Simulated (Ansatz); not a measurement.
Input:

Nb3Sn:
```
Nb3Sn
1.0
    0.00000     3.34349     3.34349
    3.34349     0.00000     3.34349
    3.34349     3.34349     0.00000
Sn Nb
1 3
Direct
  0.00000   0.00000   0.00000
  0.50000   0.50000   0.50000
  0.25000   0.25000   0.25000
  0.75000   0.75000   0.75000
```

This is the r²SCAN-relaxed structure.

Question: All from DFT-r²SCAN in the program Ansatz with PAW potentials, unless another level is named. Predict the bulk modulus (Birch–Murnaghan fit).

Answer: 170 GPa.

Question: What about the elastic constants (relaxed ions, GPa)?

Answer: C11 = 148, C12 = 181, C44 = 56.8.

Space group Fm-3m. A made-up cell: these elements were put on the sites of a structure type; neither database checked (COD, Materials Project) lists it. It is not the phase usual at ambient conditions (space group No. 223). Symmetry was held in the r²SCAN relaxation. At this level the phase is mechanically unstable. The run is not spin-polarised. As this level gives no gap, shear constants depend on the k-mesh and smearing (Fermi–Dirac, 0.1 eV here). Scalar-relativistic: spin–orbit coupling is off unless named, which matters more the heavier the elements.

Potentials: the later of the program's two PAW sets.
